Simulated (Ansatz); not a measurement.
Structures of NiPtCl3: which is lowest?

Plane-wave DFT in Ansatz with scalar-relativistic PAW potentials, cutoff 420 eV, Γ-centred meshes chosen by cell and gap, Gaussian smearing with energies taken to zero width. Every cell was relaxed (cell and atoms) in a run of its own, within the symmetry of its start. Functional: PBE.

Relaxed structures (starts from databases or built by putting these elements on another compound's sites):
A. P4/mmm, 5 atoms in the computed cell, a = 4.934 Å, c = 4.962 Å; sites (symmetry × multiplicity) Ni 4/mmm × 1, Pt 4/mmm × 1, Cl 4/mmm × 1 + mmm. × 2; start: built
B. Pm-3m, 5 atoms in the computed cell, a = 4.874 Å; sites (symmetry × multiplicity) Ni m-3m × 1, Pt m-3m × 1, Cl 4/mm.m × 3; start: built

Task: Rank them by energy. Could pressure change the order?

Result:
```csv
structure,group,E − E(lowest) (meV/atom),V (Å³/atom),gap on mesh (eV)
A,P4/mmm,0.0,24.16,0.00
B,Pm-3m,347,23.16,0.00
```

A is lowest, 347 meV/atom under B. B is denser by 1.01 Å³/atom, so pressure favours it: ΔE/ΔV, with ΔE in eV and 1 eV/Å³ = 160.2 GPa, gives about 55 GPa for equal enthalpy if both cells were rigid; at such pressures compression changes ΔV much, so this is a scale only. Other structures may lie lower than all of these, and vibrations aren't counted.

Spin-orbit coupling is left out, which matters for the bands of heavy elements. The cell holds one magnetic atom, so it can only be ferromagnetic; an antiferromagnetic order may lie lower. Magnetic cells started from one order each; another order can shift an energy by tens of meV per atom.